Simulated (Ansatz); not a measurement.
Rh (fcc (Cu type), Fm-3m) under volume change, the program Ansatz at the PBEsol level (PAW), scaled uniformly.

| V (Å³/atom) | E − E(relaxed) (meV/atom) | P (GPa) |
|---|---|---|
| 12.289 | … | … |
| 12.694 | 50.9 | 21.42 |
| 13.099 | 12.0 | 9.74 |
| 13.504 | 0.0 | 0.00 |
| 13.910 | 10.6 | -8.11 |
| 14.315 | … | … |
| 14.720 | 84.6 | -20.42 |

Question: Complete the blanks.

Answer: 
- 14.315, E − E(relaxed) (meV/atom): 39.9
- 14.315, P (GPa): -14.84
- 12.289, E − E(relaxed) (meV/atom): 122.2
- 12.289, P (GPa): 35.43

Question: What does a third-order Birch–Murnaghan fit give for V₀, B₀ and B′?

Answer: V₀ = 13.50 Å³/atom, B₀ = 295 GPa, B′ = 5.1.

The PBEsol relaxation kept the symmetry of its start. The run is not spin-polarised.

Potentials: the earlier of the program's two PAW sets. The files were generated under PBE; for other functionals the program regenerates the frozen cores, and for LDA and PBEsol the local potential too.
